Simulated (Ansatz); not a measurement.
Bi2S3:
Space group P-3m1 (No. 164); a = 3.996 Å, b = 3.996 Å, c = 9.551 Å, α = 90.00°, β = 90.00°, γ = 120.00°

```
atom  site  symmetry       x       y       z
----  ----  --------  ------  ------  ------
Bi      2d       3m.  0.3333  0.6667  0.1935
S       1a      -3m.  0.0000  0.0000  0.0000
S       2d       3m.  0.6667  0.3333  0.3442
```

Relaxed with PBEsol.

Problem. Decompose the optical modes at the zone centre into irreducible representations, and say which are infrared and Raman allowed.

Solution. Point group -3m: Γ_opt = 2A1g + 2A2u + 2Eg + 2Eu. Infrared: A2u, Eu. Raman: A1g, Eg.

Problem. Assign frequencies (DFPT, the program Ansatz at the PBEsol level (PAW); without the LO–TO term).

Solution. Eg 43, A1g 80, Eu 119, Eg 201, Eu 217, A2u 234, A2u 251, A1g 261 cm⁻¹.

The cell is a constructed one: a structure type filled with these elements; neither database checked (COD, Materials Project) lists it. COD files the formula under space group No. 62. Its standing as an ambient phase is unchecked. The cell was relaxed with PBEsol under the symmetry of its start; its stability against distortions is not shown here. Scalar-relativistic: spin–orbit coupling is off unless named, which matters more the heavier the elements.

Potentials: the earlier of the program's two PAW sets. The files were generated under PBE; for other functionals the program regenerates the frozen cores, and for LDA and PBEsol the local potential too.
